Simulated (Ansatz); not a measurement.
Si2Mo:
```cif
data_MoSi2
_chemical_formula_sum 'Si2 Mo1'
_space_group_name_H-M_alt 'P 1'
_space_group_IT_number 1
_cell_length_a 4.49026
_cell_length_b 4.49026
_cell_length_c 4.49026
_cell_angle_alpha 138.600
_cell_angle_beta 138.600
_cell_angle_gamma 59.985
loop_
_space_group_symop_operation_xyz
  'x, y, z'
loop_
_atom_site_label
_atom_site_type_symbol
_atom_site_fract_x
_atom_site_fract_y
_atom_site_fract_z
_atom_site_occupancy
Si1 Si 0.66478 0.66478 0.00000 1
Si2 Si 0.33522 0.33522 0.00000 1
Mo1 Mo 0.00000 0.00000 0.00000 1
```

Relaxed with LDA.

### Question
Which orbitals make up the states near the Fermi level in DFT-LDA in the program Ansatz with PAW potentials?

### Answer
Within 0.5 eV of the Fermi level: Mo 4d 70 %, Si 3p 22 %. Projections are on Löwdin-orthogonalised atomic valence shells; empty p or d shells of many metals are not among them.

### Question
Tabulate the density of states.

### Answer
States/eV per cell of 3 atoms, in 0.25 eV bins, energy from the Fermi level.

| E (eV) | total | Mo 4d | Si 3p | Si 3s |
|---|---|---|---|---|
| -7.85 | 0.68 | 0.18 | 0.23 | 0.25 |
| -7.60 | 0.61 | 0.17 | 0.21 | 0.21 |
| -7.35 | 0.55 | 0.16 | 0.20 | 0.18 |
| -7.10 | 0.49 | 0.15 | 0.18 | 0.14 |
| -6.85 | 0.53 | 0.16 | 0.24 | 0.11 |
| -6.60 | 0.52 | 0.14 | 0.26 | 0.08 |
| -6.35 | 0.83 | 0.22 | 0.49 | 0.07 |
| -6.10 | 1.34 | 0.34 | 0.87 | 0.06 |
| -5.85 | 1.22 | 0.29 | 0.82 | 0.05 |
| -5.60 | 1.10 | 0.27 | 0.73 | 0.05 |
| -5.35 | 1.15 | 0.31 | 0.71 | 0.07 |
| -5.10 | 1.08 | 0.31 | 0.59 | 0.13 |
| -4.85 | 0.61 | 0.19 | 0.28 | 0.11 |
| -4.60 | 0.72 | 0.24 | 0.32 | 0.12 |
| -4.35 | 0.96 | 0.35 | 0.41 | 0.14 |
| -4.10 | 1.23 | 0.52 | 0.47 | 0.16 |
| -3.85 | 1.67 | 0.78 | 0.58 | 0.19 |
| -3.60 | 1.56 | 0.77 | 0.53 | 0.15 |
| -3.35 | 1.49 | 0.78 | 0.49 | 0.13 |
| -3.10 | 1.92 | 1.07 | 0.61 | 0.15 |
| -2.85 | 2.47 | 1.42 | 0.80 | 0.15 |
| -2.60 | 3.83 | 2.36 | 1.21 | 0.13 |
| -2.35 | 4.59 | 2.58 | 1.67 | 0.17 |
| -2.10 | 3.77 | 2.00 | 1.48 | 0.14 |
| -1.85 | 2.29 | 1.05 | 1.05 | 0.09 |
| -1.60 | 1.56 | 0.80 | 0.64 | 0.06 |
| -1.35 | 1.25 | 0.73 | 0.42 | 0.04 |
| -1.10 | 0.96 | 0.70 | 0.20 | 0.03 |
| -0.85 | 0.96 | 0.77 | 0.14 | 0.02 |
| -0.60 | 1.02 | 0.90 | 0.09 | 0.01 |
| -0.35 | 0.42 | 0.35 | 0.06 | 0.00 |
| -0.10 | 0.23 | 0.15 | 0.07 | 0.00 |
| 0.15 | 0.26 | 0.17 | 0.08 | 0.00 |
| 0.40 | 0.48 | 0.27 | 0.12 | 0.07 |
| 0.65 | 0.69 | 0.37 | 0.19 | 0.11 |
| 0.90 | 0.82 | 0.44 | 0.23 | 0.11 |
| 1.15 | 0.92 | 0.49 | 0.27 | 0.11 |
| 1.40 | 1.17 | 0.63 | 0.33 | 0.14 |
| 1.65 | 1.66 | 0.90 | 0.43 | 0.22 |
| 1.90 | 2.14 | 1.25 | 0.50 | 0.26 |
| 2.15 | 2.53 | 1.58 | 0.52 | 0.28 |
| 2.40 | 2.44 | 1.24 | 0.59 | 0.46 |
| 2.65 | 1.74 | 0.72 | 0.53 | 0.37 |
| 2.90 | 1.38 | 0.50 | 0.48 | 0.23 |
| 3.15 | 1.50 | 0.46 | 0.51 | 0.19 |
| 3.40 | 1.89 | 0.58 | 0.53 | 0.24 |
| 3.65 | 2.12 | 0.69 | 0.62 | 0.27 |
| 3.90 | 1.82 | 0.54 | 0.61 | 0.20 |
| 4.15 | 1.91 | 0.54 | 0.63 | 0.21 |
| 4.40 | 2.19 | 0.56 | 0.76 | 0.27 |
| 4.65 | 2.05 | 0.42 | 0.80 | 0.26 |

Space group I4/mmm (MoSi2 or CaC2 type). The LDA relaxation kept the symmetry of its start. The run is not spin-polarised. Spin–orbit coupling is left out wherever it is not named.

Potentials: the earlier of the program's two PAW sets. The files were generated under PBE; for other functionals the program regenerates the frozen cores, and for LDA and PBEsol the local potential too.
